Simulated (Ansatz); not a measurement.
Ta (bcc, W type)

```
CELL_PARAMETERS angstrom
     -1.64098     1.64098     1.64098
      1.64098    -1.64098     1.64098
      1.64098     1.64098    -1.64098
ATOMIC_POSITIONS crystal
  Ta 0.00000 0.00000 0.00000
```

E(V) scan at fixed shape, V₀ the volume above. Symmetry pins the atoms to their sites.

Computed with PBEsol (plane waves to 420 eV, PAW, scalar-relativistic; Ansatz, a program for electronic structure). k mesh 21×21×21 (Γ-centred), Fermi-Dirac smearing 0.05 eV. E stands for the smeared free energy. Compression counts positive. On this mesh the relaxed cell isn't quite at rest: it carries a pressure of -0.2 GPa (compression positive) at the zero of the scan. Spin-orbit coupling is left out, though Ta is heavy. Ta is run without spin polarisation. Ta was relaxed with its symmetry unable to fall. ΔE is measured from the relaxed starting cell. The last digit holds for this mesh only.

```csv
V (Å³/atom),ΔE (meV/atom)
16.615,withheld
16.827,27.3
17.039,14.8
17.251,6.3
17.463,1.4
17.675,0.0
17.887,1.9
18.100,6.9
18.312,14.8
18.524,25.5
18.736,38.7
```

Q: Fit a third-order Birch-Murnaghan form (E₀, V₀, B₀, B₀′ free) to the given rows and predict ΔE at V = 16.615.

A: Least squares on the 10 given rows: ΔE = E₀ + (9V₀B₀/16)·y²·[2 + (B₀′ − 4)y], y = (V₀/V)^(2/3) − 1, with V₀ = 17.657 Å³/atom, B₀ = 207.3 GPa (160.2 GPa = 1 eV/Å³; the term in eV is multiplied by 1000), B₀′ = 3.90, E₀ = 0.00 meV/atom; root-mean-square residual 0.02 meV/atom. At 16.615 the fit gives 43.9 meV/atom; the calculation gives 43.9 meV/atom, the same to the digits shown. For the pressure the fit gives 14.2 GPa against the computed 14.2 GPa.

(Under strain, the slope of the energy per volume gives the stress and its curvature an elastic modulus.)
